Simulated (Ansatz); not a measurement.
Input, command and steps of an Ansatz relaxation.

```yaml
crystal:
  lattice:
    - [-5.80831644, 5.80831644, -1.93610548]
    - [-5.80831644, -1.93610548, 5.80831644]
    - [1.93610548, 5.80831644, 5.80831644]
  atoms:
    - { symbol: Ca, position: [0.9972761298, 0.9975690024, 0.004434861] }
    - { symbol: Ca, position: [0.4982340716, 0.4981923395, 0.9998216508] }
    - { symbol: Ca, position: [0.0988736647, 0.5962710878, 0.1020030674] }
    - { symbol: Ca, position: [0.8015464744, 0.3030951732, 0.3025393553] }
    - { symbol: Ca, position: [0.2946290866, 0.8010006093, 0.3049656147] }
    - { symbol: Ca, position: [0.3992680532, 0.3992619216, 0.4003400816] }
    - { symbol: Ca, position: [0.5003084643, 0.9976253189, 0.5011228644] }
    - { symbol: Ca, position: [0.096896985, 0.0983518334, 0.5999854355] }
    - { symbol: Ca, position: [0.9004771217, 0.9002981243, 0.3972506146] }
    - { symbol: Ca, position: [0.7986791961, 0.8016943688, 0.7981331181] }
    - { symbol: Ti, position: [0.6013605814, 0.102987311, 0.0991073358] }
    - { symbol: Ti, position: [0.001024023, 0.4976189278, 0.5000654632] }
    - { symbol: Ti, position: [0.2987188333, 0.2999193308, 0.7976227222] }
    - { symbol: Zn, position: [0.2032850738, 0.2003713739, 0.1984388722] }
    - { symbol: Zn, position: [0.69716157, 0.7030546736, 0.1976978979] }
    - { symbol: Zn, position: [0.6000471292, 0.6027477147, 0.6010371183] }
    - { symbol: Zn, position: [0.7029115537, 0.1991126245, 0.6990811816] }
    - { symbol: Zn, position: [0.1989352609, 0.6997403251, 0.6990133115] }
    - { symbol: Zn, position: [0.9001454492, 0.3995152767, 0.9018048875] }
    - { symbol: Zn, position: [0.3952932571, 0.9017344643, 0.9013681882] }
  symmetry: { detect: false }
basis:
  ecutwfc: 420
kpoints:
  mp_grid: { grid: [2, 2, 2], shift: [0.5, 0.5, 0.5] }
hamiltonian:
  xc: pbe
scf:
  occupations: { method: gaussian, width: 0.1 }
  lower_state_search: "off"
output:
  forces: true
  stress: true
  eigenvalues: true
relax:
  adjacent_minimum: "off"
  f_tol: 0.04
  max_steps: 50
  cell: { stress_tol: 0.3 }
```

```bash
ansatz run input.yaml --threads 4 --pin off --max-ram 9216MiB --backend cpu --events-out ev --progress --plain --runs-dir out
```

Level of theory: DFT PBE, scalar-relativistic, plane waves, PAW in Ansatz 0.2.0.

Of 37 frames 10 are shown, positions in Å and forces in eV/Å; the SCF threshold varies from step to step. Steps run on the plane waves of an earlier cell, with a Pulay correction in the pressure. The basis is chosen afresh for the last frame, the zero of the energies, and at times for earlier ones too; energy and pressure can step there, also at an unchanged geometry. Where two frames share a geometry here, they differ by under 2 meV/atom and 0.3 GPa.

```xyz
20
Lattice="-5.8083 5.8083 -1.9361 -5.8083 -1.9361 5.8083 1.9361 5.8083 5.8083" Properties=species:S:1:pos:R:3:forces:R:3 pbc="T T T" step=1 free_energy_over_end_meV_per_atom=315.84 pressure_GPa=-3.03
Ca  -11.5781    3.8869    3.8891   -1.1174   -0.0973    0.5504
Ca   -3.8518    7.7366    7.7363   -0.8512   -0.1699   -0.7927
Ca   -3.8401    0.0123    3.8644    1.0305   -0.5470   -0.7739
Ca   -5.8304    5.8261    1.9658   -0.6359   -0.0933    0.0432
Ca   -5.7733    1.9318    5.8534   -0.7494    0.2445   -0.1516
Ca   -3.8630    3.8714    3.8713    0.5006    0.1290    0.3813
Ca   -7.7302    3.8851    7.7366    0.0903    0.6503    0.2693
Ca    0.0276    3.8573    3.8686   -0.3413   -0.1924    0.4743
Ca   -9.6904    5.7945    5.7932    0.7874   -0.3141   -0.4458
Ca   -7.7502    7.7226    7.7460    0.7716    0.0490    0.0388
Ti   -3.8992    3.8691    0.0095    0.6976   -0.7996   -0.5777
Ti   -1.9281    1.9470    5.7929    0.0756    0.8361    1.0207
Ti   -1.9328    5.7872    5.7965    0.1692    0.1353    0.2215
Zn   -1.9604    1.9454    1.9228   -0.3139    0.1808   -0.1439
Zn   -7.7501    3.8364    3.8821   -0.2675    0.0314    0.3691
Zn   -5.8225    5.8093    5.8302   -0.0836    0.0689   -0.3388
Zn   -3.8857    7.7577    3.8561    0.1899    0.0167    0.3973
Zn   -3.8664    3.8608    7.7392    0.2477    0.0628   -0.3452
Zn   -5.8029    9.6928    5.8157   -0.0491    0.0138   -0.5522
Zn   -5.7884    5.7856    9.7077   -0.1512   -0.2051    0.3558
20
Lattice="-5.6848 5.4254 -1.8036 -5.6713 -1.7469 5.5552 1.8807 5.4831 5.6264" Properties=species:S:1:pos:R:3:forces:R:3 pbc="T T T" step=5 free_energy_over_end_meV_per_atom=88.73 pressure_GPa=0.40
Ca  -11.5989    3.6627    3.9641    0.1215    0.0693    0.0552
Ca   -4.0475    7.2263    7.2125   -0.0358   -0.1721   -0.0138
Ca   -3.5281   -0.0517    3.4968   -0.0357   -0.0233   -0.0691
Ca   -5.8766    5.4527    2.0235   -0.0547   -0.0549    0.0684
Ca   -5.8937    1.8849    5.5487    0.0299   -0.0251    0.0138
Ca   -3.6634    3.6595    3.8730    0.0131    0.0367    0.0821
Ca   -7.4749    3.9452    7.6270    0.0392    0.0434    0.0504
Ca    0.0241    3.4642    3.8022    0.0768   -0.0680    0.0078
Ca   -9.1999    5.4535    5.3876    0.0924    0.0634   -0.1557
Ca   -7.4277    7.3987    7.6009   -0.0097    0.0217    0.0321
Ti   -3.5147    3.2338   -0.1988   -0.1563   -0.0360   -0.0796
Ti   -1.8821    2.3477    6.0569    0.0702    0.2591    0.1023
Ti   -1.7174    5.5086    5.7344    0.1426   -0.0316    0.0349
Zn   -2.1255    1.9656    1.7201   -0.0254    0.0321    0.0256
Zn   -7.6532    3.5413    3.9242   -0.0080   -0.0855   -0.0073
Zn   -5.9169    5.5616    5.3136   -0.2659    0.1005   -0.2387
Zn   -3.6915    7.3075    4.1022    0.0177   -0.0153    0.1006
Zn   -3.7251    3.7979    7.2479   -0.1194    0.1438   -0.0097
Zn   -5.6810    9.0969    5.4096    0.0152   -0.1290    0.0235
Zn   -5.7363    5.3633    9.5497    0.0920   -0.1290   -0.0227
20
Lattice="-6.0687 5.2544 -2.0395 -5.9064 -1.7656 5.5891 2.0773 5.1525 5.6496" Properties=species:S:1:pos:R:3:forces:R:3 pbc="T T T" step=9 free_energy_over_end_meV_per_atom=50.50 pressure_GPa=0.03
Ca  -12.1082    3.4522    3.8624   -0.0253   -0.1023    0.0206
Ca   -4.2125    6.4462    7.0463    0.0284   -0.0499    0.0317
Ca   -3.6704   -0.1204    3.3541    0.0150    0.0682   -0.0041
Ca   -6.2565    5.0228    1.8317    0.0418   -0.0744    0.0103
Ca   -6.2574    1.6468    5.4267   -0.0017    0.0030   -0.0548
Ca   -3.9465    3.8128    4.2269    0.0219   -0.0103    0.0664
Ca   -7.8849    3.6291    7.5430   -0.0377   -0.0141    0.0513
Ca    0.1236    3.2048    3.7735   -0.0597   -0.0698    0.0181
Ca   -9.5626    5.3557    5.0055    0.0207    0.0334   -0.0501
Ca   -7.7254    6.9574    7.4615    0.0084    0.0070    0.0152
Ti   -3.7225    2.8034   -0.4544    0.0290   -0.0273   -0.0036
Ti   -1.9081    2.6604    6.2471   -0.0235    0.0906    0.0465
Ti   -1.3329    5.3127    5.7258   -0.0789    0.0260   -0.0222
Zn   -2.2840    2.0837    1.7663   -0.0485    0.0460    0.0106
Zn   -8.0984    3.1728    3.7466   -0.0003    0.0116   -0.0009
Zn   -6.5626    5.6295    4.8666    0.0069    0.0333   -0.0267
Zn   -3.8926    7.0028    3.9256    0.0374    0.0204   -0.0118
Zn   -4.0675    3.3987    7.6210    0.0774   -0.0192   -0.0179
Zn   -5.7252    8.4167    5.3031    0.0246    0.0297   -0.0158
Zn   -5.6880    4.7107    9.3673   -0.0362   -0.0019   -0.0628
20
Lattice="-6.2296 5.4596 -2.1523 -5.8414 -1.7343 5.5491 2.0375 5.1412 5.6189" Properties=species:S:1:pos:R:3:forces:R:3 pbc="T T T" step=13 free_energy_over_end_meV_per_atom=30.46 pressure_GPa=0.00
Ca  -12.3213    3.5372    3.5312    0.0241   -0.0221   -0.0269
Ca   -4.1258    6.3819    7.0918   -0.0224    0.0255    0.0379
Ca   -3.2166    0.0103    3.3811    0.0340    0.0106    0.0082
Ca   -5.8009    4.8427    1.5950    0.0467   -0.0260   -0.0287
Ca   -6.4899    1.4618    5.3089   -0.0436   -0.0801    0.0215
Ca   -4.1103    3.8246    4.4631   -0.0596    0.0088    0.0492
Ca   -7.9986    3.7732    7.3632   -0.0025   -0.0280   -0.0454
Ca   -0.3018    2.9337    3.7565   -0.0209   -0.0230   -0.0157
Ca   -9.6980    5.7713    4.8095   -0.0248    0.0113    0.0066
Ca   -7.6549    7.1708    7.3263    0.0442    0.0769    0.0047
Ti   -3.9115    2.9441   -0.7188    0.0028   -0.1187   -0.0528
Ti   -1.8199    3.0886    6.5306    0.0363    0.0474   -0.0052
Ti   -1.5123    5.5666    5.5224    0.0565    0.0357    0.0013
Zn   -2.9403    2.4821    1.6644   -0.1231    0.0678    0.0420
Zn   -7.9301    3.5710    3.6861    0.0077    0.0358    0.0341
Zn   -6.6950    6.0542    4.3789   -0.0179    0.0058   -0.0494
Zn   -4.0398    6.9686    3.7514   -0.0233   -0.0191   -0.0311
Zn   -4.0212    3.3866    7.9575   -0.0115   -0.0116   -0.0093
Zn   -5.6088    8.3642    5.2675    0.0157   -0.0082    0.0306
Zn   -5.8750    4.7458    9.1053    0.0814    0.0113    0.0283
20
Lattice="-6.2712 5.5181 -2.0568 -5.7911 -1.5766 5.5186 1.9756 5.2600 5.7406" Properties=species:S:1:pos:R:3:forces:R:3 pbc="T T T" step=17 free_energy_over_end_meV_per_atom=21.27 pressure_GPa=0.07
Ca  -12.1385    3.6191    3.4497   -0.0041    0.0418   -0.0121
Ca   -4.1321    6.5905    7.3897   -0.0149    0.0253    0.0433
Ca   -3.0746    0.1760    3.4300   -0.0162    0.0229    0.0171
Ca   -5.7555    4.9249    1.5979    0.0001   -0.0186   -0.0245
Ca   -6.6577    1.4491    5.4524    0.0161   -0.0197   -0.0378
Ca   -4.2799    4.0802    4.7261    0.0298   -0.0007   -0.0329
Ca   -7.9382    4.0541    7.3810   -0.0080   -0.0375    0.0194
Ca   -0.4363    3.0333    3.8194    0.0002    0.0274   -0.0295
Ca   -9.7438    6.1490    4.9713    0.0009    0.0337    0.0089
Ca   -7.5405    7.4700    7.4563   -0.0026   -0.0470    0.0151
Ti   -4.0081    2.7582   -0.7696    0.0538    0.0045   -0.0208
Ti   -1.7000    3.3776    6.6625    0.0142    0.0673    0.0079
Ti   -1.5401    5.7414    5.7777   -0.0989   -0.0574    0.0615
Zn   -3.3354    2.7445    1.7959   -0.0152    0.0009    0.0534
Zn   -7.9723    3.8053    3.9205   -0.0358   -0.0137    0.0094
Zn   -6.7967    6.3422    4.3025    0.0146   -0.0154    0.0009
Zn   -4.1890    7.1198    3.6012   -0.0461    0.0154   -0.0213
Zn   -3.9538    3.6221    8.0187    0.0141   -0.0010    0.0115
Zn   -5.5006    8.4597    5.3893    0.0611   -0.0396   -0.0003
Zn   -5.8620    4.8697    9.2347    0.0370    0.0113   -0.0691
20
Lattice="-6.2997 5.7085 -2.0521 -5.5264 -1.3572 5.4731 1.8663 5.4032 5.9411" Properties=species:S:1:pos:R:3:forces:R:3 pbc="T T T" step=21 free_energy_over_end_meV_per_atom=9.84 pressure_GPa=-0.03
Ca  -11.8725    4.0445    3.4122   -0.0079   -0.0858    0.0288
Ca   -4.1454    6.9281    7.8404   -0.0074    0.0107   -0.0323
Ca   -2.9932    0.4327    3.6071    0.0507    0.0630    0.0730
Ca   -5.7906    5.0879    1.5706   -0.0174   -0.0464   -0.0226
Ca   -6.5440    1.6884    5.3863   -0.0435    0.0372    0.0624
Ca   -4.1230    4.5079    4.8566    0.0246    0.0964   -0.0302
Ca   -7.6861    4.4497    7.2244    0.0533    0.0934   -0.0344
Ca   -0.5662    3.2779    3.8633   -0.0786   -0.0110    0.0219
Ca   -9.6511    6.7912    5.1153   -0.0138   -0.0362    0.0071
Ca   -7.4179    7.8683    7.5856    0.0284    0.0497   -0.0057
Ti   -4.1082    2.6658   -0.8150    0.0179    0.0001   -0.0717
Ti   -1.3074    3.7472    6.9236    0.0689   -0.0853    0.0142
Ti   -1.5874    5.9466    6.2327    0.1433    0.0021    0.0711
Zn   -3.3721    2.9721    1.8401    0.0300   -0.0023   -0.0072
Zn   -8.2208    4.0782    4.0869   -0.0305   -0.0318   -0.0317
Zn   -6.7954    6.6769    4.2571   -0.0003    0.0276    0.0251
Zn   -4.3304    7.4843    3.1358   -0.0423    0.0452    0.0321
Zn   -3.6234    4.0600    8.1769   -0.0089   -0.0202   -0.0254
Zn   -5.0821    8.3603    5.4291   -0.0850   -0.1078   -0.1274
Zn   -5.8039    5.0652    9.4319   -0.0813    0.0015    0.0529
20
Lattice="-6.3262 5.7709 -2.0215 -5.3820 -1.1654 5.5065 1.7539 5.4318 6.1117" Properties=species:S:1:pos:R:3:forces:R:3 pbc="T T T" step=25 free_energy_over_end_meV_per_atom=2.97 pressure_GPa=0.01
Ca  -11.7912    4.2376    3.5087    0.0183    0.0179   -0.0019
Ca   -4.1841    6.9884    7.9754    0.0375   -0.0029    0.0090
Ca   -2.8893    0.6057    3.7806   -0.0136    0.0032    0.0007
Ca   -5.7685    5.1020    1.5976    0.0006   -0.0241    0.0118
Ca   -6.4060    2.0294    5.3688    0.0043   -0.0017    0.0017
Ca   -3.8848    4.8836    4.9083    0.0069   -0.0037   -0.0033
Ca   -7.4505    4.8404    7.2080   -0.0109   -0.0285   -0.0309
Ca   -0.6331    3.3724    3.9422   -0.0166    0.0133    0.0154
Ca   -9.6952    6.9886    5.3176    0.0183    0.0010    0.0014
Ca   -7.4152    8.1911    7.8331   -0.0157   -0.0143   -0.0199
Ti   -4.1280    2.6968   -0.7918   -0.0216   -0.0586   -0.0004
Ti   -1.3295    3.7747    7.0838    0.0165    0.0580   -0.0139
Ti   -1.4593    6.0971    6.6425   -0.0120    0.0398    0.0451
Zn   -3.2788    3.1156    1.9009   -0.0218    0.0150    0.0123
Zn   -8.4375    4.2316    4.2648    0.0200    0.0303    0.0357
Zn   -6.9008    6.7068    4.2693   -0.0112   -0.0098    0.0066
Zn   -4.4312    7.5950    3.1564    0.0061   -0.0167   -0.0371
Zn   -3.6258    4.1669    8.3444   -0.0133    0.0089   -0.0148
Zn   -5.2264    8.2464    5.5095    0.0138   -0.0069    0.0073
Zn   -5.8855    5.2832    9.7202   -0.0055   -0.0204   -0.0250
20
Lattice="-6.2212 5.9619 -1.8831 -5.2469 -1.0266 5.6085 1.5222 5.6014 6.2223" Properties=species:S:1:pos:R:3:forces:R:3 pbc="T T T" step=29 free_energy_over_end_meV_per_atom=1.90 pressure_GPa=0.03
Ca  -11.4930    4.5771    3.7303    0.0125    0.0183    0.0037
Ca   -4.3104    7.2061    8.1399    0.0168    0.0035    0.0070
Ca   -2.8832    0.7008    3.8878   -0.0155    0.0079    0.0052
Ca   -5.7872    5.2352    1.7109    0.0262    0.0104   -0.0258
Ca   -6.2609    2.3613    5.4568    0.0081   -0.0086   -0.0059
Ca   -3.8210    5.1941    5.0741    0.0050   -0.0074   -0.0005
Ca   -7.3452    5.1393    7.3713   -0.0110   -0.0038   -0.0015
Ca   -0.7153    3.4710    4.0846   -0.0118   -0.0102    0.0328
Ca   -9.5257    7.4182    5.5657    0.0407    0.0210   -0.0316
Ca   -7.4539    8.5756    8.1378   -0.0139    0.0028   -0.0052
Ti   -4.1109    2.8447   -0.6818    0.0710    0.0155    0.0425
Ti   -1.3939    4.2102    7.3363   -0.0302   -0.0559    0.0097
Ti   -1.4849    6.5315    6.9443    0.0163    0.0483   -0.0225
Zn   -3.2554    3.3013    2.0453   -0.0394    0.0179   -0.0286
Zn   -8.2888    4.5640    4.4275   -0.0771   -0.1030    0.0401
Zn   -6.7683    6.7013    4.4370    0.0505    0.0595    0.0160
Zn   -4.4930    7.7804    3.3097   -0.0051   -0.0193    0.0039
Zn   -3.7961    4.3782    8.4646    0.0337    0.0099   -0.0103
Zn   -5.3993    8.5026    5.6802   -0.0866   -0.0051   -0.0525
Zn   -6.0188    5.5903   10.0283    0.0101   -0.0017    0.0235
20
Lattice="-6.1774 5.9632 -1.7432 -5.2724 -0.9478 5.6343 1.4774 5.7455 6.3215" Properties=species:S:1:pos:R:3:forces:R:3 pbc="T T T" step=33 free_energy_over_end_meV_per_atom=0.14 pressure_GPa=-0.02
Ca  -11.5223    4.6847    3.8283    0.0028    0.0014    0.0130
Ca   -4.3543    7.3711    8.2737   -0.0122   -0.0078    0.0147
Ca   -2.8896    0.7428    3.9600   -0.0093    0.0108    0.0106
Ca   -5.7156    5.3516    1.6921   -0.0046    0.0028   -0.0159
Ca   -6.2915    2.5126    5.5058    0.0006    0.0035   -0.0072
Ca   -3.7685    5.3127    5.2263    0.0044   -0.0196   -0.0020
Ca   -7.2918    5.2859    7.5206   -0.0152   -0.0019   -0.0179
Ca   -0.7055    3.5153    4.1922   -0.0015   -0.0211   -0.0083
Ca   -9.3810    7.6303    5.7057   -0.0039    0.0303    0.0009
Ca   -7.4696    8.7712    8.4228   -0.0035    0.0018    0.0050
Ti   -4.1555    2.9084   -0.5618   -0.0066   -0.0349    0.0054
Ti   -1.3939    4.4467    7.4962   -0.0378    0.0598    0.0155
Ti   -1.4914    6.7898    7.1605    0.0315   -0.0325   -0.0128
Zn   -3.2751    3.3986    2.1312    0.0142    0.0023    0.0004
Zn   -8.4964    4.6062    4.7187    0.0046    0.0079    0.0042
Zn   -6.7039    6.5530    4.5119   -0.0059   -0.0154   -0.0030
Zn   -4.4507    7.8045    3.4586    0.0117    0.0026    0.0120
Zn   -3.8048    4.5363    8.5885    0.0182   -0.0008   -0.0230
Zn   -5.5796    8.5393    5.7489   -0.0018   -0.0094   -0.0042
Zn   -6.1557    5.8438   10.2434    0.0143    0.0200    0.0127
20
Lattice="-6.1546 5.9588 -1.6981 -5.2763 -0.9256 5.6413 1.4639 5.7900 6.3508" Properties=species:S:1:pos:R:3:forces:R:3 pbc="T T T" step=37 free_energy_over_end_meV_per_atom=0.00 pressure_GPa=0.01
Ca  -11.5178    4.7025    3.8553    0.0114    0.0018   -0.0099
Ca   -4.3588    7.4159    8.3199   -0.0075   -0.0249    0.0095
Ca   -2.9068    0.7660    3.9914   -0.0018   -0.0055    0.0118
Ca   -5.7071    5.3918    1.6927    0.0033    0.0051    0.0003
Ca   -6.2980    2.5660    5.5153   -0.0081   -0.0070    0.0025
Ca   -3.7403    5.3290    5.2722   -0.0072    0.0060   -0.0006
Ca   -7.2781    5.3337    7.5651   -0.0037   -0.0166   -0.0088
Ca   -0.6937    3.5098    4.2064   -0.0008    0.0065   -0.0024
Ca   -9.3272    7.7049    5.7520    0.0067   -0.0118   -0.0034
Ca   -7.4620    8.8304    8.5130    0.0001   -0.0015   -0.0047
Ti   -4.1718    2.9089   -0.5242   -0.0075    0.0022   -0.0145
Ti   -1.3799    4.5295    7.5445   -0.0212    0.0080    0.0233
Ti   -1.4766    6.8559    7.2289    0.0215   -0.0257   -0.0141
Zn   -3.2766    3.4219    2.1531    0.0195    0.0092    0.0015
Zn   -8.5327    4.6278    4.7986   -0.0031    0.0119    0.0011
Zn   -6.6836    6.5049    4.5418    0.0043   -0.0023   -0.0007
Zn   -4.4230    7.8145    3.5208    0.0060    0.0031    0.0007
Zn   -3.7974    4.5733    8.6084   -0.0042    0.0257    0.0012
Zn   -5.6242    8.5359    5.7860   -0.0105    0.0079   -0.0091
Zn   -6.1914    5.9289   10.3043    0.0029    0.0078    0.0163
```

The run took 3.5 min on 4 threads of AMD EPYC 9R45 96-Core Processor (Zen 5), on a shared host, peak memory 1.8 GiB.

The k mesh is coarse. Spin polarisation was left out, and a magnetic state may lie lower.